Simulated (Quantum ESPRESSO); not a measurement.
## Band energies of CaO2H2 monolayer

```xyz
5
Lattice="3.5719 0.0000 0.0000 -1.7859 3.0933 0.0000 0.0000 0.0000 17.5000" Properties=species:S:1:pos:R:3 pbc="T T T"
H      0.0000     2.0622     2.0878
H      1.7859     1.0311    -2.0878
O      0.0000     2.0622     1.1236
O      1.7859     1.0311    -1.1236
Ca     0.0000     0.0000     0.0000
```

PBEsol (Quantum ESPRESSO, PseudoDojo norm-conserving, 84 Ry, no spin-orbit coupling); path ΓMKΓ; energies in eV from the valence-band maximum.

```csv
k (1/Å),point,band 8,band 9,band 10,band 11,band 12,band 13,band 14,band 15
0.00,Γ,-3.97,-1.01,-1.01,0.00,0.00,3.75,4.12,5.70
0.20,,-4.02,-0.99,-0.97,-0.19,-0.04,3.95,4.25,5.88
0.41,,-4.14,-0.91,-0.90,-0.63,-0.15,4.48,4.65,6.38
0.61,,-4.24,-1.11,-0.84,-0.82,-0.28,5.25,5.33,6.95
0.81,,-4.28,-1.46,-0.84,-0.75,-0.37,6.20,6.27,6.80
1.02,M,-4.27,-1.59,-0.84,-0.73,-0.41,6.60,7.15,7.19
1.21,,-4.28,-1.53,-0.99,-0.57,-0.54,6.77,7.23,7.28
1.41,,-4.31,-1.39,-1.10,-0.85,-0.44,7.17,7.43,7.44
1.60,K,-4.34,-1.23,-1.11,-1.11,-0.40,7.44,7.54,7.54
1.75,,-4.34,-1.32,-1.05,-1.01,-0.41,7.22,7.34,7.49
1.90,,-4.33,-1.34,-0.95,-0.90,-0.44,6.55,6.65,7.47
2.04,,-4.30,-1.24,-0.85,-0.84,-0.43,5.82,5.89,7.36
2.19,,-4.24,-1.04,-0.83,-0.81,-0.34,5.16,5.24,7.06
2.33,,-4.16,-0.93,-0.87,-0.66,-0.21,4.59,4.75,6.50
2.48,,-4.07,-0.96,-0.93,-0.36,-0.09,4.15,4.40,6.07
2.63,,-4.00,-1.00,-0.99,-0.10,-0.02,3.86,4.19,5.79
2.77,Γ,-3.97,-1.01,-1.01,0.00,0.00,3.75,4.12,5.70
```

The PBEsol gap is direct, 3.75 eV at Γ. The valence-band maximum lies 4.83 eV below the vacuum level.

Geometry relaxed with PBEsol.

This is a model layer cut from the bulk structure; whether it is stable on its own was not checked.
